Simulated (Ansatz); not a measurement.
SrCeN2:
```xyz
4
Lattice="1.8081 1.0439 5.9202 -1.8081 1.0439 5.9202 0.0000 -2.0878 5.9202" Properties=species:S:1:pos:R:3 pbc="T T T"
N      0.0000     0.0000     4.1808
N      0.0000     0.0000    13.5796
Ce     0.0000     0.0000     8.8802
Sr     0.0000     0.0000     0.0000
```

Relaxed with PBEsol.

Q: Give the Bader charges and basin volumes of the independent atoms, DFT-PBEsol in the program Ansatz with PAW potentials.

A: 

```tsv
atom	Bader charge (e)	Bader volume (Å³)
N1	-1.61	16.1
Ce3	+1.86	17.2
Sr4	+1.36	17.7
```

Space group R-3m. The workflow started from an entry of the Crystallography Open Database (COD). Its standing as an ambient phase is unchecked. The PBEsol relaxation kept the symmetry of its start; whether a distortion lowers the energy is not shown. The workflow began spin-polarised and lost its moments. The 4f shell is in the valence. No Hubbard U is applied. Scalar-relativistic: spin–orbit coupling is off unless named, which matters more the heavier the elements.

Potentials: the later of the program's two PAW sets.
